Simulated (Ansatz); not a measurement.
# Structures of Ba3H2: which is lowest?

Plane-wave DFT in Ansatz with scalar-relativistic PAW potentials, cutoff 420 eV, Γ-centred meshes chosen by cell and gap, Gaussian smearing with energies taken to zero width. Every cell was relaxed (cell and atoms) in a run of its own, within the symmetry of its start. Functional: PBE.

Relaxed structures (starts from databases or built by putting these elements on another compound's sites):
A. P4/mbm, 10 atoms in the computed cell, a = 8.509 Å, c = 5.171 Å; sites (symmetry × multiplicity) Ba 4/m.. × 2 + m.2m × 4, H m.2m × 4; start: built
B. R-3m, 5 atoms in the computed cell, a = 4.258 Å, c = 30.844 Å; sites (symmetry × multiplicity) Ba -3m × 3 + 3m × 6, H 3m × 6; start: built

Question: Rank them by energy. Could pressure change the order?

Answer:
| structure | group | E − E(lowest) (meV/atom) | V (Å³/atom) | gap on mesh (eV) |
| --- | --- | --- | --- | --- |
| B | R-3m | 0.0 | 32.29 | 0.00 |
| A | P4/mbm | 146 | 37.44 | 0.00 |

B is lowest, 146 meV/atom under A. The lowest is also the densest of these, so pressure wouldn't bring one of the others in at first order. Other structures may lie lower than all of these, and vibrations aren't counted.

Spin-orbit coupling is left out, which matters for the bands of heavy elements.